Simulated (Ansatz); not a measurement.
Polymorphs of RuW, each relaxed with DFT-PBE in the program Ansatz with PAW potentials:

A: rock salt (Fm-3m)
a = 5.1306 Å, b = 5.1306 Å, c = 5.1306 Å, α = 90.00°, β = 90.00°, γ = 90.00°

```
atom  site  symmetry       x       y       z
----  ----  --------  ------  ------  ------
Ru      4a      m-3m  0.0000  0.0000  0.0000
W       4b      m-3m  0.5000  0.5000  0.5000
```

B: L1₀ or tetragonal B2 (P4/mmm)
a = b = 2.800 Å, c = 3.825 Å, α = β = γ = 90.00°

```csv
atom,site,symmetry,x,y,z
Ru,1d,4/mmm,0.5000,0.5000,0.5000
W,1a,4/mmm,0.0000,0.0000,0.0000
```

**Question.** Rank these by energy per atom at 0 K (lowest first), as PBE gives it.

**Answer.** B (+0 meV/atom), A (+913 meV/atom)

Constructed cells (a structure type filled with these elements, in neither database checked): B. Typed or built starts, not in the databases checked: A. All cells were relaxed under the symmetry of their starts (and spin orders); stability against distortions was not tested throughout. Rows with no word on spin ran without spin polarisation. Spin–orbit coupling is left out wherever it is not named.

Energies hold the estimated change up to a 700 eV cutoff; steps of a few meV lie near the error of the meshes.

Potentials: the earlier of the program's two PAW sets.
